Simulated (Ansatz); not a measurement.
CdAu:
```cif
data_Au2Cd2
_chemical_formula_sum 'Cd2 Au2'
_space_group_name_H-M_alt 'P 1'
_space_group_IT_number 1
_cell_length_a 4.83216
_cell_length_b 3.16261
_cell_length_c 4.91751
_cell_angle_alpha 90.000
_cell_angle_beta 90.000
_cell_angle_gamma 90.000
loop_
_space_group_symop_operation_xyz
  'x, y, z'
loop_
_atom_site_label
_atom_site_type_symbol
_atom_site_fract_x
_atom_site_fract_y
_atom_site_fract_z
_atom_site_occupancy
Cd1 Cd 0.25000 0.00000 0.29589 1
Cd2 Cd 0.75000 0.00000 0.70411 1
Au1 Au 0.25000 0.50000 0.80043 1
Au2 Au 0.75000 0.50000 0.19957 1
```

This is the r²SCAN-relaxed structure.

All from r²SCAN (plane waves, PAW; program Ansatz), unless another level is named. Estimate the density of states at the Fermi level.

0.27 states/eV per atom (mean over ±0.08 eV).

What about the formation energy from the elements (no fitted shifts)?

-0.21 eV/atom.

Space group Pmma. The workflow started from an entry of the Crystallography Open Database (COD), which files this formula under 4 space groups. Its standing as an ambient phase is unchecked. The r²SCAN relaxation kept the symmetry of its start; its stability against distortions is not shown here. The references are the lowest solids computed at this level, not always the standard phases. Spin–orbit coupling is left out wherever it is not named.

Potentials: the later of the program's two PAW sets.
